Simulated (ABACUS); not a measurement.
Consider a self-consistent single point of NbP (Imm2, 4 atoms in the cell; from Materials Project mp-9339, changed as shown).

```
NbP
1.0
   -1.69553     1.69553     5.81071
    1.69553    -1.69553     5.81071
    1.69553     1.69553    -5.81071
Nb P
2 2
Direct
  0.75332   0.75332   0.00000
  0.49988   0.99988   0.50000
  0.33275   0.33275   0.00000
  0.08275   0.58275   0.50000
```

Computed with PBE, PseudoDojo 0.5 standard norm-conserving PBE (tails mended) pseudopotentials (plane waves; ABACUS).

ABACUS settings:

| setting | value |
|---|---|
| KPT | MP 7 7 7 0 0 0 |
| basis_type | pw |
| ecutwfc | 82 Ry |
| smearing_method | mv |
| smearing_sigma | 0.0199916 Ry |
| potentials | PseudoDojo 0.5 standard norm-conserving PBE (tails mended) |
| symmetry | 1 |
| symmetry_prec | 1e-05 |
| ks_solver | dav_subspace |
| scf_nmax | 100 |
| scf_thr | 1.0e-09 Ry |
| mixing_type | pulay |
| mixing_beta | 0.7 |

Results:

* **Number of valence electrons**: 36
* **Number of bands**: 28
* **Number of k-points after the program's reduction**: 64
* **Number of plane waves (most at a k-point)**: 5675
* **Number of SCF iterations**: 10
* **FFT grid**: 72 × 72 × 72
* **Free energy E − TS**: -3770.6937 eV
* **Fermi level (on the code's own zero)**: 14.26 eV
* **Pressure**: -7.26 GPa
* **Largest force (vector length)**: 0.541 eV/Å

Forces (eV/Å):
| atom | Fx | Fy | Fz |
|---|---|---|---|
| Nb1 | 0.000 | 0.000 | -0.541 |
| Nb2 | 0.000 | 0.000 | 0.177 |
| P3 | 0.000 | 0.000 | 0.194 |
| P4 | 0.000 | 0.000 | 0.170 |

Stress (GPa, positive for compression):
```
-7.01   0.00   0.00
 0.00  -7.56   0.00
 0.00   0.00  -7.21
```

For comparison: a first run was changed to give this one (atom 1 moved by +0.04 angstrom along z), and from it to this one the free energy goes up by 2.7 meV/atom, the pressure stays near -7.26 GPa while the xx stress (positive for compression) goes from -7.55 to -7.01 GPa and the largest force goes from 0.014 to 0.541 eV/Å.

The structure comes from a collection of computed structures, made at another level of theory; the collection holds predicted forms beside known ones. Its lattice was then scaled. No clean gap shows at this smearing width and mesh (spacing up to 0.37 Å⁻¹); the mesh is coarse for partly filled bands, so the values carry mesh errors.

Cost on one core: about 5 core-minutes (a rough figure).

“Tails mended”: in these copies of the files the far tail of each local potential was reset to the Coulomb form.
